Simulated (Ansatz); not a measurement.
Input:

ScAl₃:
```cif
data_Al3Sc
_chemical_formula_sum 'Sc1 Al3'
_space_group_name_H-M_alt 'P 1'
_space_group_IT_number 1
_cell_length_a 4.07098
_cell_length_b 4.07098
_cell_length_c 4.07098
_cell_angle_alpha 90.000
_cell_angle_beta 90.000
_cell_angle_gamma 90.000
loop_
_space_group_symop_operation_xyz
  'x, y, z'
loop_
_atom_site_label
_atom_site_type_symbol
_atom_site_fract_x
_atom_site_fract_y
_atom_site_fract_z
_atom_site_occupancy
Sc1 Sc 0.00000 0.00000 0.00000 1
Al1 Al 0.50000 0.00000 0.50000 1
Al2 Al 0.00000 0.50000 0.50000 1
Al3 Al 0.50000 0.50000 0.00000 1
```

This is the PBEsol-relaxed structure.

Task: All from plane-wave PAW PBEsol (Ansatz code), unless another level is named. Estimate the density of states at the Fermi level.

Result: 0.33 states/eV per atom (mean over ±0.08 eV).

Task: Predict the formation energy from the elements (no fitted shifts).

Result: -45 kJ/mol of atoms.

Space group Pm-3m (Cu3Au type). The PBEsol relaxation kept the symmetry of its start. The run is not spin-polarised. The references are the lowest solids computed at this level, not always the standard phases.

Potentials: the earlier of the program's two PAW sets. The files were generated under PBE; for other functionals the program regenerates the frozen cores, and for LDA and PBEsol the local potential too.
